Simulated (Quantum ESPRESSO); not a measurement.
```cif
data_MgO
_chemical_formula_sum 'O1 Mg1'
_space_group_name_H-M_alt 'P 1'
_space_group_IT_number 1
_cell_length_a 2.96561
_cell_length_b 2.96561
_cell_length_c 2.96561
_cell_angle_alpha 60.000
_cell_angle_beta 60.000
_cell_angle_gamma 60.000
loop_
_space_group_symop_operation_xyz
  'x, y, z'
loop_
_atom_site_label
_atom_site_type_symbol
_atom_site_fract_x
_atom_site_fract_y
_atom_site_fract_z
_atom_site_occupancy
O1 O 0.50000 0.50000 0.50000 1
Mg1 Mg 0.00000 0.00000 0.00000 1
```

The geometry is that of Materials Project entry mp-1265, symmetrised and not relaxed again.

Task: What does PBE (Quantum ESPRESSO, PseudoDojo norm-conserving, 84 Ry, without SOC) give for the electronic structure near the Fermi level?

Result: The PBE gap is direct, 4.90 eV at Γ.
